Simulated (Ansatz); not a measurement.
Relaxed PbF2 (fluorite):

```xyz
3
Lattice="0.0000 3.0004 3.0004 3.0004 0.0000 3.0004 3.0004 3.0004 0.0000" Properties=species:S:1:pos:R:3 pbc="T T T"
Pb     0.0000     0.0000     0.0000
F      4.5006     4.5006     4.5006
F      1.5002     1.5002     1.5002
```

In this cell atom 1 (Pb, nearest neighbour F at 2.598 Å; its periodic images, 4.2 Å or more away, move with it) is moved by s along Cartesian x, unit vector (1.000, 0.000, 0.000); all other atoms and the cell stay fixed.

Level of theory: PBE (plane waves to 420 eV, PAW, scalar-relativistic; Ansatz, a program for electronic structure). k mesh 8×8×8 (Γ-centred), Fermi-Dirac smearing 0.05 eV. E stands for the smeared free energy. PbF2 was relaxed with its symmetry unable to fall. Spin-orbit coupling is left out, though Pb is heavy. ΔE is measured from the undisplaced structure.

Successive frames, forces in eV/Å:

```csv
frame,ΔE (eV/cell),F on Pb1,F on F2,F on F3
s = 0.208 Å,0.0256,"(-0.274, 0.000, 0.000)","(0.137, 0.000, 0.000)","(0.137, 0.000, 0.000)"
s = 0.156 Å,0.0137,"(-0.188, 0.000, 0.000)","(0.094, 0.000, 0.000)","(0.094, 0.000, 0.000)"
s = 0.104 Å,0.0059,"(-0.116, 0.000, 0.000)","(0.058, 0.000, 0.000)","(0.058, 0.000, 0.000)"
```

What are the energy and the forces in the next frame, s = 0.052 Å?

ΔE (eV/cell) = 0.0014.

```csv
atom,Fx,Fy,Fz
Pb1,-0.055,0.000,0.000
F2,0.028,0.000,0.000
F3,0.028,0.000,0.000
```

(For displaced atoms, the force is minus the slope of the energy, and its curvature is a force constant, which sets phonon frequencies.)
